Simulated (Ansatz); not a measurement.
Input and command of a calculation in Ansatz (plane waves; scalar-relativistic PAW potentials unless the input names others):

```yaml
crystal:
  lattice:
    - [0.0, 2.3188118479, 2.3188118479]
    - [2.3188118479, 0.0, 2.3188118479]
    - [2.3188118479, 2.3188118479, 0.0]
  atoms:
    - { symbol: Sr, position: [0.0, 0.0, 0.0] }
    - { symbol: O, position: [0.5, 0.5, 0.5] }
basis:
  ecutwfc: 420
kpoints:
  mp_grid: { grid: [10, 10, 10], shift: [0.5, 0.5, 0.5] }
hamiltonian:
  xc: lda
scf:
  occupations: { method: fixed }
output:
  forces: true
  eigenvalues: true
  stress: true
```

```bash
ansatz run input.yaml --threads 1 --pin off --max-ram 1228MiB --backend cpu --events-out ev --progress --plain --runs-dir out
```

Abridged log:
```
Warning: crystal.symmetry: narrowed to the stabiliser of the k-point mesh — unitary ops 48 → 12; excluded 36 operations that carry a point of the 10×10×10 mesh (shift [0.5, 0.5, 0.5]) off the mesh (the run samples exactly the mesh kpoints.mp_grid names, as under crystal.symmetry.detect: false, and its converged state has the mesh's symmetry, not the crystal's; ε∞, the Born charges and the force constants of a linear response (`dielectric:` by the response, `phonons.method: dfpt`) are averaged over those of the crystal's operations that the state keeps within a tolerance, where `mesh_tensors`,  ...
Basis set: ecut = 420 eV, 531 PW (Γ)
Bands: 12, of which v1, the nominal top of the filled ones, is band 8 counted from 1 (7 counted from 0)
Symmetry: 12 space group operations
k-points: 110 of 1000
SCF iter   1: F=—  HF=-4001.922754 eV  |F-HF|=—  |Δ(HF+E_count)|=         —  Δρ=1.66e-2  dr2=6.60e-2  ethr=1.77e-3  ⟨swp⟩=6.4  Hψ=8833  notcnv=0  defer=204
SCF iter   2: F=—  HF=-4001.916779 eV  |F-HF|=—  |Δ(HF+E_count)|=   5.97e-3  Δρ=1.46e-2  dr2=3.99e-2  ethr=4.12e-4  ⟨swp⟩=2.2  Hψ=2868  notcnv=0  defer=215
SCF iter   3: F=—  HF=-4001.906504 eV  |F-HF|=—  |Δ(HF+E_count)|=   1.03e-2  Δρ=2.25e-3  dr2=4.50e-4  ethr=2.49e-4  ⟨swp⟩=2.1  Hψ=1886  notcnv=0  defer=214
SCF iter   4: F=—  HF=-4001.906333 eV  |F-HF|=—  |Δ(HF+E_count)|=   1.72e-4  Δρ=4.21e-4  dr2=1.20e-5  ethr=2.81e-6  ⟨swp⟩=2.4  Hψ=2117  notcnv=0  defer=215
SCF iter   5: F=—  HF=-4001.906331 eV  |F-HF|=—  |Δ(HF+E_count)|=   1.57e-6  Δρ=7.09e-5  dr2=3.62e-7  ethr=7.53e-8  ⟨swp⟩=2.1  Hψ=1763  notcnv=0  defer=40
SCF iter   6: F=-4001.906331 eV  HF=-4001.906331 eV  |F-HF|=1.52e-8  |Δ(HF+E_count)|=   2.62e-8  Δρ=8.63e-6  dr2=1.68e-8  ethr=6.25e-10  ⟨swp⟩=8.0  Hψ=7602  notcnv=0
SCF 1 converged in 6 iterations: F = -4001.906331 eV  dr2 = 1.68e-8
SCF converged after 6 iterations
Free energy (F): -4001.906331 eV
Harris-Foulkes:  -4001.906331 eV  (|F-HF|=1.52e-8)
Internal energy: -4001.906331 eV  (E = F + TS)
E sigma→0 (E₀):  -4001.906331 eV
Fermi energy:    12.090628 eV
--- Forces (eV/Å), atoms counted from 1 ---
  atom   1  Sr     0.00000000     0.00000000     0.00000000
  atom   2  O      0.00000000     0.00000000     0.00000000
--- Stress (GPa, compression-positive) ---
       50.008600      -0.000002      -0.000002
       -0.000002      50.008600      -0.000002
       -0.000002      -0.000002      50.008600
  P = ⅓ Tr σ = 50.0086 GPa (500.086 kbar)
```

Apart from outputs, empty bands and the relaxation, which only the reference makes, the input differs from a reference run on usual settings in kpoints.mp_grid.shift: not typed → [0.5, 0.5, 0.5]. The reference, at the same geometry, ended its own course with pressure 50.01 GPa, largest force 0.000 eV/Å, gap on the mesh 2.13 eV. This run converged in 6 SCF iterations with an energy at zero smearing within 0.01 meV/atom of the reference's, pressure 50.01 GPa, largest force 0.000 eV/Å, gap on the mesh 2.31 eV.